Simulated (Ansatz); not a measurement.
A crystal relaxed with r2SCAN in the PAW code Ansatz has space group Amm2 (No. 38) and a = 3.862 Å, b = 7.721 Å, c = 10.910 Å.

| atom | site | x | y | z |
| --- | --- | --- | --- | --- |
| Al | 2a | 0.0000 | 0.5000 | 0.5003 |
| Xx | 4e | 0.5000 | 0.2502 | 0.7500 |
| Xx | 2a | 0.0000 | 0.5000 | 0.9998 |
| P | 2b | 0.5000 | 0.5000 | 0.6250 |
| P | 4d | 0.0000 | 0.2499 | 0.8750 |
| P | 2b | 0.5000 | 0.5000 | 0.1249 |

With r2SCAN the valence top lies at Γ and the conduction bottom at T, 1.87 eV higher; the smallest vertical gap, at Γ, is 1.92 eV. HSE06 gives an indirect gap of 2.26 eV, from Γ to T; the least direct gap is 2.30 eV at Γ. PBE gives an indirect gap of 1.57 eV, from Γ to T; the least direct gap is 1.64 eV at Γ. Meshes: r2SCAN 6×4×4, HSE06 4×2×2, PBE 6×4×4. r2SCAN's ε∞ is 8.9, 8.8 and 8.8 along x, y and z.

**Question.** Which element is Xx?
A. Tl
B. Ga
C. In
D. B

**Answer.** B. Xx is Ga: an ordered 8-atom cell of AlGa3P4 on the zincblende lattice (Amm2). Al is surrounded by 4 P at 2.36 Å; Ga is surrounded by 4 P at 2.36 Å; P is surrounded by 2 Al at 2.36 Å and 2 Ga at 2.36 Å; P is surrounded by 3 Ga at 2.36 Å and 1 Al at 2.36 Å; P is surrounded by 4 Ga at 2.36 Å.

All values are calculated for a non-magnetic cell, which may be hypothetical.

The meshes of the hybrids are coarse, so their gaps aren't converged to the digits shown.
